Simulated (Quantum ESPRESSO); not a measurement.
**Band energies of Cu$_{2}$SO$_{4}$ monolayer**

```
CELL_PARAMETERS angstrom
      4.48465     0.00000     0.00000
     -2.24232     5.28938     0.00000
      0.00000     0.00000    14.80000
ATOMIC_POSITIONS crystal
  O  0.10911 0.84042 0.94001
  O  0.89089 0.15958 0.94001
  O  0.26868 0.15958 0.05999
  O  0.73132 0.84042 0.05999
  S  0.00000 0.00000 0.00000
  Cu 0.50000 0.50000 0.04691
  Cu 0.00000 0.50000 0.95309
```

PBEsol (pw.x of Quantum ESPRESSO, ONCV potentials, without SOC); path ΓXA1YΓ; energies in eV from the valence-band maximum.

| k (1/Å) | point | band 30 | band 31 | band 32 | band 33 | band 34 | band 35 | band 36 | band 37 |
|---|---|---|---|---|---|---|---|---|---|
| 0.00 | Γ | -1.08 | -1.07 | -1.04 | -1.02 | -0.31 | 2.16 | 3.91 | 5.12 |
| 0.21 |  | -1.14 | -1.14 | -0.99 | -0.91 | -0.32 | 2.28 | 4.01 | 4.65 |
| 0.41 |  | -1.19 | -1.09 | -0.92 | -0.81 | -0.36 | 2.60 | 3.55 | 4.54 |
| 0.62 |  | -1.18 | -1.03 | -0.79 | -0.78 | -0.49 | 2.95 | 3.01 | 4.85 |
| 0.83 | X | -1.17 | -0.98 | -0.85 | -0.67 | -0.52 | 2.84 | 3.41 | 4.58 |
| 1.04 |  | -1.20 | -1.00 | -0.82 | -0.63 | -0.58 | 2.77 | 3.31 | 4.82 |
| 1.26 |  | -1.20 | -1.00 | -0.82 | -0.63 | -0.58 | 2.77 | 3.31 | 4.82 |
| 1.47 | A1 | -1.17 | -0.98 | -0.85 | -0.67 | -0.52 | 2.84 | 3.41 | 4.58 |
| 1.66 |  | -1.18 | -0.97 | -0.92 | -0.77 | -0.23 | 3.02 | 3.71 | 4.69 |
| 1.85 |  | -1.11 | -0.96 | -0.96 | -0.84 | -0.06 | 3.22 | 3.93 | 4.98 |
| 2.05 | Y | -1.08 | -0.97 | -0.96 | -0.88 | 0.00 | 3.31 | 4.03 | 4.89 |
| 2.16 |  | -1.09 | -1.00 | -0.98 | -0.86 | -0.03 | 3.13 | 4.01 | 5.04 |
| 2.28 |  | -1.11 | -1.05 | -1.01 | -0.86 | -0.12 | 2.77 | 3.98 | 5.24 |
| 2.40 |  | -1.12 | -1.06 | -1.03 | -0.90 | -0.22 | 2.45 | 3.94 | 5.22 |
| 2.64 | Γ | -1.08 | -1.07 | -1.04 | -1.02 | -0.31 | 2.16 | 3.91 | 5.12 |

The PBEsol gap is indirect, 2.16 eV, from Y to Γ; the smallest direct gap is 2.47 eV. The valence-band maximum lies 5.46 eV below the vacuum level.

The 3d shell has no Hubbard U; the runs are without spin polarisation, and magnetic order was not tried.

Geometry relaxed with PBEsol.

This is a model layer cut from the bulk structure; whether it is stable on its own was not checked.

Letters of k points follow the standard setting of the lattice, whose axes may be ordered differently from the printed cell.
